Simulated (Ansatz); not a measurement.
# Data sheet: CuCl (DFT)

CuCl:
```
CELL_PARAMETERS angstrom
      7.22688     0.00000     0.00000
      0.00000     3.73494     0.00000
      0.00000     0.00000     5.51527
ATOMIC_POSITIONS crystal
  Cu 0.12132 0.25000 0.03956
  Cu 0.37868 0.75000 0.53956
  Cu 0.87868 0.75000 0.96044
  Cu 0.62132 0.25000 0.46044
  Cl 0.87035 0.25000 0.72925
  Cl 0.62965 0.75000 0.22925
  Cl 0.12965 0.75000 0.27075
  Cl 0.37035 0.25000 0.77075
```

Space group Pnma (No. 62); conventional cell a = 7.227 Å, b = 3.735 Å, c = 5.515 Å, α = β = γ = 90.00°.

Method: PBEsol (plane waves, PAW; program Ansatz). Geometry: relaxed at this level of theory. Other levels are named where they apply.

**Cell and energy**

```
Quantity                                                      Result
-----------------------------------------------------  -------------
Volume per atom                                             18.61 Å³
Density                                                   4.42 g/cm³
Formation energy from the elements (no fitted shifts)  -0.33 eV/atom
```

**Electronic structure**

```
Item                                                           Value
----------------------------  --------------------------------------
Band gap                                            0.64 eV (direct)
Valence-band maximum                                            at Γ
Conduction-band minimum                                         at Γ
Electron effective mass       0.28, 0.45, 0.45 mₑ (principal values)
Hole effective mass             0.36, 1.8, 9.5 mₑ (principal values)
HSE06 gap on the PBEsol cell                                 2.29 eV
```

**Magnetism**

```
Item                                              Result
--------------  ----------------------------------------
Magnetic order  non-magnetic (starting moments vanished)
```

**Mechanics**

```
Item                                                                                                                                            Result
--------------------------------------------  --------------------------------------------------------------------------------------------------------
Elastic constants (relaxed ions, GPa)         C11 = 35.1, C22 = 65.7, C33 = 27.4, C12 = 9.4, C13 = 15.9, C23 = 21.9, C44 = 13.9, C55 = 14.5, C66 = 7.5
Mechanical stability                                                                                            stable (all eigenvalues of C positive)
Hill bulk and shear moduli                                                                                                           23.6 and 11.3 GPa
Young's modulus                                                                                                                               29.3 GPa
Poisson's ratio                                                                                                                                   0.29
Debye temperature from the elastic constants                                                                                                     201 K
```

**Phonons**

```
Quantity                                                                     Result
--------------------------------------------------  -------------------------------
Highest zone-centre frequency (without LO–TO term)                         262 cm⁻¹
Zone-centre stability                               unstable, softest mode 44i cm⁻¹
```

The start of the workflow was typed in or built on a structure type; neither database checked (COD, Materials Project) lists it. It is not the phase usual at ambient conditions (space group No. 216). The cell was relaxed with PBEsol under the symmetry of its start; phonons show weakly imaginary modes. The workflow began spin-polarised and lost its moments. The references are the lowest solids computed at this level, not always the standard phases (solids in place of the gases).

Potentials: the later of the program's two PAW sets.
